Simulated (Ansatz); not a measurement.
**Ca₅Ti₂N₆ — electrostatic potentials at the N nuclei**

Cell: a Materials Project structure (computed, not necessarily an observed phase), atoms as given.

Space group C2/c (No. 15); a = 10.3057, b = 6.5539, c = 12.8962 Å, β = 103.60°.

```
site  Wyckoff  site symmetry       x       y       z
 Ca1       8f              1  0.5281  0.2448  0.0073
 Ca5       8f              1  0.1565  0.8523  0.7257
 Ca9       4e              2  0.5000  0.8421  0.7500
  Ti       8f              1  0.7744  0.0895  0.5684
 N15       8f              1  0.9502  0.9897  0.6238
 N19       8f              1  0.6424  0.0004  0.6426
 N23       8f              1  0.2898  0.8835  0.5861
```

One atom of each set is listed; the run and its k-mesh use a cell of 26 atoms with edges of 6.11, 6.11, 12.90 Å.

All values are calculated (Ansatz; DFT, r2SCAN, plane waves and PAW, scalar-relativistic, 500 eV cutoff, Γ-centred 5×5×3 k-points, Fermi–Dirac smearing 0.02 eV), not measured.

The potential at a nucleus is that of all electrons and the other nuclei. A higher potential binds the core electrons more strongly, so differences between sites of one element are the initial-state part of core-level shifts.

**Question.** Rank the N sites by the potential at the nucleus, lowest first, and give each against the lowest.
A. N19: 1 Ti at 1.93 Å; also 5 Ca at 2.46–2.79 Å
B. N23: 2 Ti at 1.94–1.96 Å, angle 88°; also 3 Ca at 2.52–2.99 Å
C. N15: 1 Ti at 1.90 Å, 2 Ca at 2.38–2.40 Å; also 3 Ca at 2.55–2.80 Å

**Answer.** C (0.00 V), A (0.21 V), B (0.49 V).

The largest force is 0.3 eV/Å, so the atoms aren't at the calculated equilibrium and relaxing them would move these values.
